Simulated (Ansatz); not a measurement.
The calculation used DFT PBE, scalar-relativistic, plane waves, PAW in Ansatz 0.2.0. The screen uses 420 eV, coarse Γ-centred meshes (up to 0.6 Å⁻¹ on the start cell), Gaussian smearing of 0.2 eV, tolerances of 0.08 eV/Å and 0.8 GPa and 16 steps at most, with the symmetry of each start kept. No spin polarisation. Energies are free energies per atom, good to about 0.1 eV/atom between metallic cells, end volumes are rough, and groups of ends are read at 0.1 Å.

These relaxed cells of In₄Ru both derive from the fcc lattice, more or less distorted, and differ in how In and Ru are arranged on its sites.

Cell 1.

```
In Ru
1.0
    -1.62277    1.62277   10.91093
     1.62277   -1.62277   10.91093
     1.62277    1.62277  -10.91093
In Ru
4 1
Direct
  0.19152 0.19152 0.00000
  0.80848 0.80848 0.00000
  0.42621 0.42621 0.00000
  0.57379 0.57379 0.00000
  0.00000 0.00000 0.00000
```

Cell 2.

```
In Ru
1.0
    -3.52778    3.52778    2.13339
     3.52778   -3.52778    2.13339
     3.52778    3.52778   -2.13339
In Ru
4 1
Direct
  0.60776 0.78745 0.39521
  0.78745 0.39224 0.17969
  0.21255 0.60776 0.82031
  0.39224 0.21255 0.60479
  0.00000 0.00000 0.00000
```

**Question.** Which ordering is lower in energy, and by how much?

**Answer.** Cell 1 (I4/mmm) is lower; cell 2 (I4/m) lies about 0.16 eV/atom higher. Cell 1, 23.0 Å³/atom: In on its first site is surrounded by 12 In at 3.25–3.44 Å; In on its second site is surrounded by 4 Ru at 2.80 Å, 5 In at 3.22–3.25 Å and 4 In at 3.44 Å; Ru has 8 In at 2.80 Å and 4 Ru at 3.25 Å. Cell 2, 21.2 Å³/atom: around In lie 9 In at 2.98–3.36 Å and 3 Ru at 3.04–3.15 Å; Ru has 12 In at 3.04–3.15 Å.

Cells relaxed within their symmetry can be saddle points. Other orderings may lie lower. Some candidate types were left out of the draw beforehand, so a known form may be missing.
